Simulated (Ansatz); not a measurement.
**In5Sb: stable or not**

It was reached by relaxing an invented guess, and it needn't be the stable form of this composition.

These are results of DFT PBE, scalar-relativistic, plane waves, PAW in Ansatz 0.2.0, not measurements. Cutoff 420 eV, Γ-centred 6×6×8 mesh (6-atom cell), Gaussian smearing of 0.10 eV, no spin polarisation.

```yaml
crystal:
  lattice:
    - [5.89037, 0.00000, 0.00000]
    - [-2.94519, 5.10121, 0.00000]
    - [0.00000, 0.00000, 5.55678]
  atoms:
    - { symbol: In, position: [0.00000, 0.66857, 0.50000] }
    - { symbol: In, position: [0.66857, 0.00000, 0.50000] }
    - { symbol: In, position: [0.33143, 0.33143, 0.50000] }
    - { symbol: In, position: [0.66667, 0.33333, 0.00000] }
    - { symbol: In, position: [0.33333, 0.66667, 0.00000] }
    - { symbol: Sb, position: [0.00000, 0.00000, 0.00000] }
```

The zero of energy is the elements' standard structures at the same level; no fitted shifts are applied.

**Question.** These tests were run: energy against the elements; phonons at Γ; elastic tensor. What do they show?

**Answer.**

```
                       test                       result
energy against the elements                +0.02 eV/atom
               phonons at Γ  lowest optical mode 23 cm⁻¹
             elastic tensor       least eigenvalue 0 GPa
```

It fails none of these tests outright. Whether a mixture of other phases lies lower isn't tested here. Phonons away from Γ weren't computed. Undecided within the accuracy: energy against the elements and elastic tensor.

For metals, differences of a few meV/atom aren't resolved. Spin–orbit coupling, which can matter for Sb, is left out. The run for the phonons used a 6×6×8 k mesh and Fermi–Dirac smearing of 0.15 eV. The run for the elastic tensor used a 6×6×8 k mesh and Fermi–Dirac smearing of 0.15 eV.
